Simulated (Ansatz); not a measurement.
**W (Fm-3m), a vibration from a frozen displacement**

Computed with DFT PBEsol, scalar-relativistic, plane waves, PAW (Ansatz). The runs took a 420 eV cutoff, a Γ-centred 10×10×10 mesh and Gaussian smearing (0.15 eV). Spin–orbit coupling is left out, which matters for the heavy elements here. No spin polarisation. Energies are free energies at this smearing, counted from the undisturbed cell; pressure is positive in compression.

The starting cell (as given, not relaxed at this level; it stands at -12.6 GPa; this fcc form isn't the usual structure):

```yaml
crystal:
  lattice:
    - [0.00000, 4.06000, 4.06000]
    - [4.06000, 0.00000, 4.06000]
    - [4.06000, 4.06000, 0.00000]
  atoms:
    - { symbol: W, position: [0.00000, 0.00000, 0.00000] }
    - { symbol: W, position: [0.00000, 0.00000, 0.50000] }
    - { symbol: W, position: [0.00000, 0.50000, 0.00000] }
    - { symbol: W, position: [0.00000, 0.50000, 0.50000] }
    - { symbol: W, position: [0.50000, 0.00000, 0.00000] }
    - { symbol: W, position: [0.50000, 0.00000, 0.50000] }
    - { symbol: W, position: [0.50000, 0.50000, 0.00000] }
    - { symbol: W, position: [0.50000, 0.50000, 0.50000] }
```

Atom 1 (W) is moved by x along the Cartesian unit vector (0.577, 0.577, 0.577); the cell and all other atoms stay fixed. The cell's volume is 133.85 Å³; the moved atoms weigh 183.840 u together and the others 1286.880 u. Some rows repeat others by symmetry and weren't run.

```csv
x (Å),ΔE (meV/cell),total force on the moved atoms along the move (eV/Å),pressure (GPa)
-0.2000,170.69,1.5460,-11.5471
-0.1800,140.78,1.4430,-11.7412
-0.1600,113.07,1.3259,-11.9167
-0.1400,87.84,1.1949,-12.0730
-0.1200,65.36,1.0508,-12.2096
-0.1000,45.88,0.8950,-12.3260
-0.0800,29.63,0.7290,-12.4218
-0.0600,16.78,0.5544,-12.4967
-0.0400,7.50,0.3733,-12.5503
0.0000,0.00,0.0000,-12.5934
0.0400,7.50,-0.3733,-12.5503
0.0600,16.78,-0.5544,-12.4967
0.0800,29.63,-0.7290,-12.4218
0.1000,45.88,-0.8950,-12.3260
0.1200,65.36,-1.0508,-12.2096
0.1400,87.84,-1.1949,-12.0730
0.1600,113.07,-1.3259,-11.9167
0.1800,140.78,-1.4430,-11.7412
0.2000,170.69,-1.5460,-11.5471
```

Task: What frequency belongs to this motion?

Result: The force constant is k = −dF/dx = 9.331 eV/Å², from the parabola through x = -0.0400, 0 and 0.0400. In every cell the moved atoms swing against the rest, so the mass is μ = m₁m₂/(m₁ + m₂) = 160.860 u, and ν̃ = 521.5 cm⁻¹ × √(|k|/μ) = 126 cm⁻¹, at this cell's pressure of -12.6 GPa. The pattern needn't be a normal mode: ν̃² is then a weighted mean of the squared nonzero frequencies at the zone centre of this cell, so it lies between the lowest and the highest of them.

Task: How far does the harmonic law reach?

Result: At x = -0.200 Å, kx²/2 = 186.63 meV against the computed 170.69 meV (-8.5 %): the well softens in this direction at large amplitude.

Task: The pressure changes with x². What does that say about the frequency under compression?

Result: With E = k(V)x²/2, k ∝ V^(−2γ) and x scaling with the cell as V^(1/3), P − P0 = −∂E/∂V = (2γ − 2/3) ΔE/V. At x = 0.0600 Å, V(P − P0) = 133.85 × 0.09672 / 160.2 eV = 80.80 meV and ΔE = 16.78 meV, so γ = 1/3 + V(P − P0)/(2ΔE) = 2.74. This is the Grüneisen parameter of the motion under uniform scaling of the cell: shrinking the cell evenly by 1 % in volume raises the frequency by about 2.74 %.

In a metal these slopes depend on the k mesh and the smearing.